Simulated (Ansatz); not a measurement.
N:
```
N
1.0
    4.05922     0.00000     0.00000
    0.00000     4.05922     0.00000
    0.00000     0.00000     5.23534
N
4
Direct
  0.90480   0.90480   0.00000
  0.09520   0.09520   0.00000
  0.59520   0.40480   0.50000
  0.40480   0.59520   0.50000
```

Relaxed with r²SCAN+D4. Independent-particle spectrum: no excitons, no local fields, no scissors shift; 0.1 eV broadening; ε₁ of the summed bands alone.

Task: Tabulate the dielectric function from r²SCAN+D4 (plane waves, PAW; program Ansatz).

Result: 

| E (eV) | ε₁ xx | ε₂ xx | ε₁ zz | ε₂ zz |
|---|---|---|---|---|
| 0.0 | 1.86 | 0.00 | 1.48 | 0.00 |
| 0.5 | 1.86 | 0.00 | 1.48 | 0.00 |
| 1.0 | 1.86 | 0.00 | 1.48 | 0.00 |
| 1.5 | 1.87 | 0.00 | 1.48 | 0.00 |
| 2.0 | 1.89 | 0.00 | 1.49 | 0.00 |
| 2.5 | 1.90 | 0.00 | 1.49 | 0.00 |
| 3.0 | 1.93 | 0.00 | 1.50 | 0.00 |
| 3.5 | 1.95 | 0.00 | 1.51 | 0.00 |
| 4.0 | 1.99 | 0.00 | 1.52 | 0.00 |
| 4.5 | 2.03 | 0.00 | 1.53 | 0.00 |
| 5.0 | 2.08 | 0.00 | 1.55 | 0.00 |
| 5.5 | 2.14 | 0.00 | 1.57 | 0.00 |
| 6.0 | 2.22 | 0.00 | 1.59 | 0.00 |
| 6.5 | 2.33 | 0.00 | 1.62 | 0.00 |
| 7.0 | 2.47 | 0.00 | 1.65 | 0.00 |
| 7.5 | 2.67 | 0.00 | 1.70 | 0.00 |
| 8.0 | 2.99 | 0.01 | 1.75 | 0.00 |
| 8.5 | 3.56 | 0.13 | 1.86 | 0.00 |
| 9.0 | 4.34 | 0.36 | 1.90 | 0.13 |
| 9.5 | 5.15 | 1.75 | 1.99 | 0.03 |
| 10.0 | 7.54 | 6.84 | 2.34 | 0.25 |
| 10.5 | -1.06 | 5.32 | 1.62 | 0.34 |
| 11.0 | -2.75 | 2.29 | 2.03 | 0.05 |
| 11.5 | -0.62 | 0.46 | 2.62 | 0.00 |
| 12.0 | 0.67 | 0.89 | 3.93 | 0.14 |

Task: From ε at 9.8 eV (xx: 6.47 + 3.44i), find n, k, the normal reflectivity and the absorption coefficient.

Result: n = 2.63, k = 0.655, R = 23 %, α = 2kE/ħc = 650000 cm⁻¹.

With all bands, ε∞ without local fields is 2.01 (xx = yy), 1.62 (zz). DFPT, with local fields, gives 1.66 (xx = yy), 1.52 (zz).

Space group P4_2/mnm. The first step of the workflow began from a Materials Project structure, measured or hypothetical; the Crystallography Open Database copy checked does not list it. It is not the usual solid phase (space group No. 205). The cell was relaxed with r²SCAN+D4 under the symmetry of its start; phonons on a q-mesh show weakly imaginary modes. The substance is a gas or liquid at ambient conditions.

Potentials: the later of the program's two PAW sets.
